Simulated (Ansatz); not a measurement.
Theory: DFT PBE, scalar-relativistic, plane waves, PAW in Ansatz. Settings: cutoff 420 eV, Γ-centred meshes spaced at most about 0.3 Å⁻¹, and about 0.25 Å⁻¹ or finer for metals (2π included), Gaussian smearing. No spin polarisation in the final relaxations.

All energies are static (0 K, no zero-point motion).

Two forms of Si2Sn3 were relaxed alike.

A.

Space group P-6m2 (No. 187). a = 3.632 Å, b = 3.632 Å, c = 21.002 Å, α = 90.00°, β = 90.00°, γ = 120.00°
| atom | site | symmetry | x | y | z |
| --- | --- | --- | --- | --- | --- |
| Si | 2g | 3m. | 0.0000 | 0.0000 | 0.9340 |
| Si | 1b | -6m2 | 0.0000 | 0.0000 | 0.5000 |
| Si | 1c | -6m2 | 0.3333 | 0.6667 | 0.0000 |
| Sn | 2g | 3m. | 0.0000 | 0.0000 | 0.7109 |
| Sn | 2h | 3m. | 0.3333 | 0.6667 | 0.8322 |
| Sn | 2h | 3m. | 0.3333 | 0.6667 | 0.4142 |

B.

Space group P6_3/mmc (No. 194). a = 3.645 Å, b = 3.645 Å, c = 21.297 Å, α = 90.00°, β = 90.00°, γ = 120.00°
```json
{"atom": "Si", "site": "4f", "symmetry": "3m.", "x": "0.3333", "y": "0.6667", "z": "0.0253"}
{"atom": "Sn", "site": "2c", "symmetry": "-6m2", "x": "0.3333", "y": "0.6667", "z": "0.2500"}
{"atom": "Sn", "site": "4f", "symmetry": "3m.", "x": "0.3333", "y": "0.6667", "z": "0.6269"}
```

Question: Which form is favoured at zero pressure, and by what margin per atom?

Answer: B is lower, by 67 meV/atom. A has space group P-6m2 (No. 187), 24.0 Å³/atom and no gap on its mesh; B has space group P6_3/mmc (No. 194), 24.5 Å³/atom and no gap. Counting Si atoms around Sn (those within 1.25 times the shortest such distance or 1.15 times the sum of covalent radii; the shortest distance is added where it is long for a bond; a slash parts the counts of unlike sites), A has Sn 2 from 4.4 Å/3/3+1 from 3.0 Å and B has Sn 2 from 4.8 Å/4 from 3.0 Å. Even the lower one lies +0.21 eV/atom against the reference forms of the elements (uncorrected), so neither is stable at this level. Both come from invented guesses.

Cells relaxed within their symmetry can be saddle points.
